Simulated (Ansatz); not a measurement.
## TiB₂: from a starting cell to a relaxed one

The start is a generated cell, TiB2 placed in the C54 structure type. The cell and all atomic positions are relaxed at zero pressure with r2SCAN (plane waves to 500 eV, PAW, scalar-relativistic; Ansatz, a program for electronic structure). The first steps use a coarse 7×7×7 k-mesh.

The start:
```yaml
crystal:
  lattice:
    - [0.00000, 3.57496, 3.69751]
    - [2.07568, 0.00000, 3.69751]
    - [2.07568, 3.57496, 0.00000]
  atoms:
    - { symbol: B, position: [0.66350, 0.33650, 0.66350] }
    - { symbol: B, position: [0.33650, 0.66350, 0.33650] }
    - { symbol: B, position: [0.58650, 0.91350, 0.58650] }
    - { symbol: B, position: [0.91350, 0.58650, 0.91350] }
    - { symbol: Ti, position: [0.00000, 0.00000, 0.00000] }
    - { symbol: Ti, position: [0.25000, 0.25000, 0.25000] }
```

- Initial pressure = +18 GPa (positive: the cell is compressed)
- Largest initial force = about 0.6 eV/Å, on B1, B2, B3, B4 (atoms numbered as listed)
- Outcome = The space group stays Fddd (No. 70) (the run could not lower it), with 6 atoms in the primitive cell
- Energy released = 0.52 eV/atom
- Volume change = +5.5 %, from 9.15 to 9.65 Å³/atom
- Shortest distances (start → end) = The closest pairs of elements (up to four, under 3.6 Å), start → end: B–B 2.19 → 1.62 Å; B–Ti 2.21 → 2.28 Å; Ti–Ti 2.77 → 2.80 Å
- Optimiser moves = 13

Final values are on a 14×14×14 k-mesh of the relaxed cell. No spin polarisation in the result.

The run could not lose the symmetry of its start, so the end can be a saddle point.

The relaxed structure here is a generated cell of TiB2: the first start was made by placing the elements on the sites of a structure type, and the end was not matched to a known phase here, so it may be hypothetical. Known forms of TiB2 include space group No. 191.
